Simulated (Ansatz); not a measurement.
# Cs2HgPdBr6: input and output

input.yaml (Ansatz 0.2.0)

```yaml
crystal:
  lattice:
    - [0.0, 7.653839, 0.0]
    - [7.653839, 0.0, 0.0]
    - [3.82692, 3.82692, -5.59929]
  atoms:
    - { symbol: Pd, position: [0.0, 0.0, 0.0] }
    - { symbol: Hg, position: [0.5, 0.5, 0.0] }
    - { symbol: Br, position: [0.288, 0.288, 0.424] }
    - { symbol: Br, position: [0.712, 0.712, 0.576] }
    - { symbol: Cs, position: [0.75, 0.25, 0.5] }
    - { symbol: Cs, position: [0.25, 0.75, 0.5] }
    - { symbol: Br, position: [0.218, 0.218, 0.0] }
    - { symbol: Br, position: [0.218, 0.782, 0.0] }
    - { symbol: Br, position: [0.782, 0.782, 0.0] }
    - { symbol: Br, position: [0.782, 0.218, 0.0] }
  symmetry: { tolerance: 0.0003 }
kpoints:
  mp_grid: { grid: [2, 2, 2], shift: [0, 0, 0] }
magnetization:
  spin_polarized: false
scf:
  occupations: { method: methfessel_paxton, width: 0.0246 }
hamiltonian:
  pseudopotentials: { kind: paw }
  xc: hse06
basis:
  ecutwfc: 420
  fft_grid_basis: typed
output:
  forces: true
  stress: true
  eigenvalues: true
  bader: true
  populations: true
  elf: true
  write_potential: true
  volumetric_format: npy
  dos:
    e_range: [-12, 8]
    de: 0.05
    projected: { site_lists: { Br: [Br], Cs: [Cs], Hg: [Hg], Pd: [Pd] } }
    method: { smearing: { sigma: 0.1, scheme: gaussian } }
```

Output (shortened):

```
Warning: output.stress: scf.convergence.dr2_threshold = 1e-7 eV (the SCF's general default) is looser than the 1e-9 eV advised for a printed stress (1e-10 eV for each atom of the cell: 10).
Warning: output.stress: scf.exx.energy_threshold = 1e-6 eV is looser than the 1e-7 eV advised for a stress under a hybrid functional (1e-8 eV for each atom of the cell: 10). Every SCF of the exchange loop can meet its threshold on dr2 while the loop round them stops early: no threshold on dr2 bounds what that leaves in the stress. Set scf.exx.energy_threshold to 1e-7 eV or tighter.
Pseudopotentials: kind: paw
Pseudopotential: Pd, paw, valence charge 18, recommended cutoff 420 eV (normal), Pd.paw.azcp
Pseudopotential: Hg, paw, valence charge 20, recommended cutoff 420 eV (normal), Hg.paw.azcp
Pseudopotential: Br, paw, valence charge 7, recommended cutoff 420 eV (normal), Br.paw.azcp
Pseudopotential: Cs, paw, valence charge 9, recommended cutoff 420 eV (normal), Cs.paw.azcp
Functional definition: HSE06
  exchange = pbe_x - a*pbe_x_sr(omega) + a*exact_x_sr(omega)
  correlation = pbe_c
Crystal: 10 atoms, lattice volume = 328.013 Å³
Basis set: ecut = 420 eV, 6383 PW (Γ), exchange–correlation on 108×108×108 points (8 copies of the dense FFT grid, shifted against one another)
Bands: 59, of which v1, the nominal top of the filled ones, is band 49 counted from 1 (48 counted from 0)
Symmetry: 16 space group operations
Space group: I4/mmm (ITA 139), of the structure as read, at distance tolerance 2.1e-3 Å
k-points: 4 of 8
Initial density: superposition of atomic densities (neutral atoms: chi_scale 0, normalization atom), corrected by the library's trained network
SCF iter   1: F=—  Δρ=1.48e-3  dr2=5.94e-3
SCF iter   2: F=—  S|Δr|=    0.00e0  Δρ=5.31e-4  dr2=8.14e-4  defer=7
SCF iter   3: F=—  S|Δr|=    0.00e0  Δρ=5.12e-4  dr2=1.33e-3  defer=2
SCF iter   4: F=-48836.3161 eV  S|Δr|=    0.00e0  Δρ=1.75e-4  dr2=5.98e-5  defer=2
SCF iter   1: F=—  Δρ=5.48e-3  dr2=5.21e-2
SCF iter   2: F=—  S|Δr|=    0.00e0  Δρ=2.67e-3  dr2=1.62e-2
SCF iter   3: F=—  S|Δr|=    0.00e0  Δρ=1.59e-3  dr2=1.77e-2
SCF iter   4: F=—  S|Δr|=    0.00e0  Δρ=3.98e-4  dr2=5.06e-3
SCF iter   5: F=—  S|Δr|=    0.00e0  Δρ=1.07e-3  dr2=2.14e-3
SCF iter   6: F=—  S|Δr|=    0.00e0  Δρ=2.13e-4  dr2=2.40e-4
…
SCF iter   1: F=—  Δρ=8.14e-5  dr2=6.04e-6
SCF iter   2: F=—  S|Δr|=    0.00e0  Δρ=2.20e-5  dr2=8.87e-7
SCF iter   3: F=—  S|Δr|=    0.00e0  Δρ=1.19e-5  dr2=3.35e-7  defer=2
SCF iter   4: F=—  S|Δr|=    0.00e0  Δρ=2.32e-6  dr2=4.39e-8
SCF iter   5: F=—  S|Δr|=    0.00e0  Δρ=3.19e-6  dr2=2.64e-8  defer=2
SCF iter   6: F=-48864.1427 eV  S|Δr|=    0.00e0  Δρ=3.80e-7  dr2=1.54e-9
hybrid outer 2: dexx = +4.905e-6 eV, tail = 1.00e-7 eV, Δε = 2.96e-3 eV (about 9.02e-5 eV left of the loop's levels), ΔF = 4.91e-4 eV/Å (tail 1.81e-4)
SCF iter   1: F=—  Δρ=2.94e-6  dr2=7.44e-9
SCF iter   2: F=-48864.1427 eV  S|Δr|=    0.00e0  Δρ=4.97e-7  dr2=1.22e-9
hybrid outer 3: dexx = +4.062e-9 eV, tail = 2.63e-9 eV, Δε = 2.07e-4 eV (about 3.95e-5 eV left of the loop's levels), ΔF = 5.18e-5 eV/Å (tail 4.07e-5)
Free energy (F): -48864.1427 eV
Frozen-core exchange: fock
Harris-Foulkes:  -48864.1427 eV  (|F-HF|=3.20e-10)
Internal energy: -48864.1427 eV  (E = F + TS)
E sigma→0 (E₀):  -48864.1427 eV
Fermi energy:    5.0107 eV
--- Per-component energies (eV) ---
  E_band       = -1281.0973
  E_kinetic    = 2209.6099
  E_local      = -10139.3334  (includes V_loc(G=0)·N_el)
  E_nonlocal   = 775.0394
  E_hartree    = 4144.0684
  E_xc         = -1842.3347
  E_vxc        = -1080.4786  (∫ρ·V_xc dr)
  E_exx        = -261.2455  (= α·E_x^exact, valence–valence)
  E_paw        = -37559.9022  (= ΣΔE_a)
  E_vpaw       = -811.5824  (= ΣTr[D̂ρ^β])
  E_aug_tail   = 0.0011  (compensation charges beyond the density's cutoff)
  E_ewald      = -6185.1630
  E_core_change = -4.8829  (= ΣΔE_core)
  E_smearing   =  0.0000  (= −TS)
--- Forces (eV/Å), atoms counted from 1 ---
  atom   1  Pd     0.0000     0.0000     0.0000
  atom   2  Hg     0.0000     0.0000     0.0000
  atom   3  Br     0.0000     0.0000    -1.1016
  atom   4  Br     0.0000     0.0000     1.1016
  atom   5  Cs     0.0000     0.0000     0.0000
  atom   6  Cs     0.0000     0.0000     0.0000
  atom   7  Br     0.6097     0.6097     0.0000
  atom   8  Br    -0.6097     0.6097     0.0000
  atom   9  Br    -0.6097    -0.6097     0.0000
  atom  10  Br     0.6097    -0.6097     0.0000
--- Stress (GPa, compression-positive) ---
        4.0733       0.0000       0.0000
        0.0000       4.0733       0.0000
        0.0000       0.0000       3.6035
  P = ⅓ Tr σ = 3.9167 GPa (39.167 kbar)
--- Löwdin populations: 10 sites ---
  site symbol       q [e]
     0     Pd     17.0616
     1     Hg     18.8754
     2     Br      7.4256
     3     Br      7.4256
     4     Cs      8.3082
     5     Cs      8.3082
     6     Br      7.5265
     7     Br      7.5265
     8     Br      7.5265
     9     Br      7.5265
  spilling = 0.0050 (of n_electrons = 98.0000)
--- Bader charges: 10 sites ---
  site symbol  charge [e]  shift [e]
     0     Pd      0.4365     0.0106
     1     Hg      0.6850     0.0047
     2     Br     -0.4139     0.0024
     3     Br     -0.4139     0.0024
     4     Cs      0.8701     0.0000
     5     Cs      0.8701     0.0000
     6     Br     -0.5085     0.0026
     7     Br     -0.5085     0.0026
     8     Br     -0.5085     0.0026
     9     Br     -0.5085     0.0026
```

Total energies depend on the potentials used, so only differences within one code and one set of settings carry meaning.

Origin: a known structure type with other elements, at an estimated volume, so it need not be a known compound. Caveats: the exchange threshold is loose for a stress; the SCF threshold is loose for a stress; hybrid functional on a coarse k mesh.
